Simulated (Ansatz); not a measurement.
SiO₂ in space group R-3m (No. 166; Si on 3a, O on 6c), DFT-r²SCAN in the program Ansatz with PAW potentials. The conduction-band minimum lies at Γ, with 1 equivalent valley. Second derivatives d²E/dk² of the lowest band at one valley (eV·Å²), along Cartesian directions:

| direction | d²E/dk² |
|---|---|
| [100] | 19.87 |
| [010] | 19.87 |
| [001] | 10.23 |
| [110] | 19.87 |
| [101] | 15.05 |
| [011] | 15.05 |

### Question
Find the principal effective masses, the density-of-states mass and the conductivity mass.

### Answer
Off-diagonal terms follow from H_xy = H[110] − (H_xx + H_yy)/2, and m*/mₑ = 7.620 eV·Å² over each eigenvalue: 0.38, 0.38, 0.74. One valley's DOS mass (m₁m₂m₃)^(1/3) = 0.48, conductivity mass 3/(Σ 1/mᵢ) = 0.46 mₑ.

### Question
What effective density of states Nc follows at 300 K for parabolic valleys?

### Answer
Nc = 2.509e19 × 1 × (0.48)^(3/2) ≈ 8.3e18 cm⁻³.

A made-up cell: these elements were put on the sites of a structure type; the Crystallography Open Database copy checked does not list it. It is not the phase usual at ambient conditions (space group No. 92, 152, 154). The r²SCAN relaxation kept the symmetry of its start; its stability against distortions is not shown here. A crystal of weakly bound layers computed without a dispersion correction: the cell and the soft elastic constants depend strongly on that.

Potentials: the later of the program's two PAW sets.

Edges and masses are those of Kohn–Sham bands, whose gap is no quasiparticle gap.
